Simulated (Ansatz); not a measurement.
Pt (fcc, Cu type)

```
Pt
1.0
    0.00000     1.97000     1.97000
    1.97000     0.00000     1.97000
    1.97000     1.97000     0.00000
Pt
1
Cartesian
  0.00000   0.00000   0.00000
```

Calculation: r2SCAN (plane waves to 500 eV, PAW, scalar-relativistic; Ansatz, a quantum-chemistry and plane-wave program). DFPT wavenumbers on a 20×20×20 k mesh, in cm⁻¹ and rounded to 5; i marks imaginary ones, q is in fractions of the reciprocal vectors of the cell shown, and the three acoustic modes at Γ are left out. Pt is run without spin polarisation. Pt was relaxed with its symmetry unable to fall. Spin-orbit coupling is left out, though Pt is heavy. The PAW data are Ansatz's earlier set.

Problem. Does any mode at L = (0.5, 0.0, 0.0), X = (0.5, 0.5, 0.0) come out imaginary?

Solution. No imaginary mode at these points (lowest 95 cm⁻¹ at L = (0.5, 0.0, 0.0)); other wave vectors were not tested.

Problem. List the wavenumbers at L = (0.5, 0.0, 0.0), X = (0.5, 0.5, 0.0), with degeneracies.

Solution. 
```json
[
 {"q": "L = (0.5, 0.0, 0.0)", "wavenumbers (cm⁻¹)": "95 (×2), 190"},
 {"q": "X = (0.5, 0.5, 0.0)", "wavenumbers (cm⁻¹)": "125 (×2), 190"}
]
```
